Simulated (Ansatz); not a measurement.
## LaNiSn with crystal.symmetry, hamiltonian.hubbard changed

Computed with the plane-wave PAW code Ansatz (scalar-relativistic, PAW set soft_2): PBEsol, no spin polarisation, 420 eV cutoff, k-mesh 2×2×2. These are the settings of the reference run.

Cell:

```
cell
1.0
     7.5376    0.0000    0.0000
     0.0000    7.5376    0.0000
     0.0000    0.0000    7.5376
La Ni Sn
6 6 6
Direct
  0.7350 0.9570 0.1339
  0.7069 0.4418 0.5225
  0.2661 0.4543 0.5827
  0.2631 0.9347 0.1030
  0.3723 0.9358 0.5900
  0.2080 0.4138 0.0912
  0.6459 0.7436 0.7600
  0.3600 0.6668 0.3034
  0.3513 0.1846 0.3681
  0.6455 0.7301 0.3978
  0.3539 0.6824 0.8583
  0.5602 0.2760 0.1824
  0.9655 0.1658 0.7953
  0.0005 0.1570 0.3936
  0.5585 0.2269 0.8530
  0.6186 0.5770 0.0573
  0.9985 0.7276 0.3866
  0.9887 0.7296 0.8039
```

The reference run of this cell is solved again as a single point with these keys changed:

| key | reference run | changed run |
| --- | --- | --- |
| crystal.symmetry | not typed | {detect: false} |
| hamiltonian.hubbard | not typed | {sites: [{species: Ni, l: d, u_eff: 6.0}], double_counting: fll} |

**Question.** How does the changed run end?

**Answer.** 

```
            quantity  reference run  changed run
      pressure (GPa)            0.5          1.0
largest force (eV/Å)           1.01         1.06
gap on the mesh (eV)           0.00         0.00
```

The Hamiltonian isn't the same, so energies aren't compared. It took 22 iterations.

Caveats: the reference run: a metal with Cr, Mn, Fe, Co or Ni was run without spin, and may be magnetic; a single point, atoms not relaxed again; a change of U can also leave the f or d shell in another state.
